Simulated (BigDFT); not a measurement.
Worked example: self-consistent single point of the molecule C5H4ClF3 in BigDFT.

Level of theory: BigDFT 1.9.6 with PBE, Daubechies wavelet basis, HGH (Krack) norm-conserving potentials made for PBE, isolated boundary conditions.

SMILES: C(/C(F)(F)F)=C/C=C\Cl
```xyz
13

F     -2.6883    -1.2403    -0.8403
C     -2.0420    -0.1235    -0.4216
F     -2.9916     0.7200     0.0549
F     -1.5151     0.4612    -1.5235
C     -1.0473    -0.4534     0.6379
C      0.2831    -0.2747     0.6976
C      1.1313     0.3181    -0.3133
C      2.4566     0.4851    -0.2298
Cl     3.4549     0.0376     1.0884
H     -1.5206    -0.9197     1.4988
H      0.7812    -0.6129     1.6068
H      0.6615     0.6643    -1.2305
H      3.0363     0.9381    -1.0254
```

Reference input (self-consistent single point, DFT, PBE, Daubechies wavelet basis, HGH (Krack) norm-conserving potentials made for PBE, isolated boundary conditions): basis = Daubechies wavelets; dft.hgrids = 0.324 bohr; dft.rmult = 5 8; dft.ixc = 11; potentials = built-in HGH-K PBE; boundary_conditions = free; dft.gnrm_cv = 1e-04; dft.itermax = 80; dft.idsx = 6; dft.nrepmax = 3. This run's input differs from it in these lines:

```diff
@@ -2,4 +2,4 @@
 dft:
-  hgrids: 0.324
-  rmult: [5, 8]
+  hgrids: 0.518
+  rmult: [3.5, 5]
   ixc: 11
```

Output (repeated stretches shortened):

```
  #------------------------------------------------------------------- Self-Consistent Cycle
 Ground State Optimization:
 - Hamiltonian Optimization: &itrp001
   - Subspace Optimization: &itrep001-01
       Wavefunctions Iterations:
 Calculating wavelets expansion of projectors. Found warnings:  3,
  #WARNING: Projectors too rough: Consider modifying hgrid and/or the localisation radii.
 iter:  1, EKS: -1.16606034885640611E+02, gnrm:  4.73E-01, D:  9.61E-02,
 Calculating wavelets expansion of projectors. Found warnings:  3,
  #WARNING: Projectors too rough: Consider modifying hgrid and/or the localisation radii.
   [... lines left out ...]
  #WARNING: Projectors too rough: Consider modifying hgrid and/or the localisation radii.
 iter:  13, EKS: -1.17646241096177931E+02, gnrm:  1.20E-04, D: -9.04E-07,
 Calculating wavelets expansion of projectors. Found warnings:  3,
  #WARNING: Projectors too rough: Consider modifying hgrid and/or the localisation radii.
 iter:  14, EKS: -1.17646241538706605E+02, gnrm:  7.54E-05, D: -4.43E-07,
       -  &FINAL001  { #---------------------------------------------------------- iter: 15
 Calculating wavelets expansion of projectors. Found warnings:  3,
  #WARNING: Projectors too rough: Consider modifying hgrid and/or the localisation radii.
 iter:  15, EKS: -1.17646241700235265E+02, gnrm:  7.54E-05, D: -1.62E-07,  #FINAL
        #Eigenvalues and New Occupation Numbers
       Orbitals: [
   [... 23 lines left out ...]
 Last Iteration                        : *FINAL001
  #---------------------------------------------------------------------- Forces Calculation
 Total electronic charge               :  51.999830915541
 Electric Dipole Moment (AU):
   P vector                            :  [  7.501399E-01, -5.667355E-02,  2.015357E-01 ]
   norm(P)                             :  7.78805762E-01
 Electric Dipole Moment (Debye):
   P vector                            :  [  1.906665E+00, -1.440498E-01,  5.122525E-01 ]
   norm(P)                             :  1.97952661E+00
  #-------------------------------- Warnings obtained during the run, check their relevance!
 WARNINGS:
   [... lines left out ...]
 BigDFT infocode                       :  0
   [... lines left out ...]
 -  {H: [-6.889375334020E-02, -1.355031212171E-01, -9.760243550371E-02]} # 0010
 -  {H: [-8.221088667484E-02,  4.642341295511E-02, -3.704269499483E-02]} # 0011
 -  {H: [-6.491408103328E-02, -1.471600800785E-01, -1.122039957731E-01]} # 0012
 -  {H: [-9.397819453605E-02,  3.686264943667E-02, -5.312080629501E-02]} # 0013
 Energy (Hartree)                      : -1.17646241700235265E+02
 Force Norm (Hartree/Bohr)             :  1.42241410817373026E+00
```

The run converged in 15 iterations. Against the reference run the free energy rises by 1.83 eV/atom and the largest force goes from 0.593 to 52.20 eV/Å.

The grid can part forces that symmetry would make equal. Forces above 1 eV/Å remain at this geometry. This run is one point of a test of settings, so its values need not be converged; read them against the reference run alone. The geometry comes from a cheaper method or was typed, in some cases with atoms then moved at random; it is not relaxed at this level, and the species need not be a known compound.

Cost on one core: roughly 23 core-seconds.
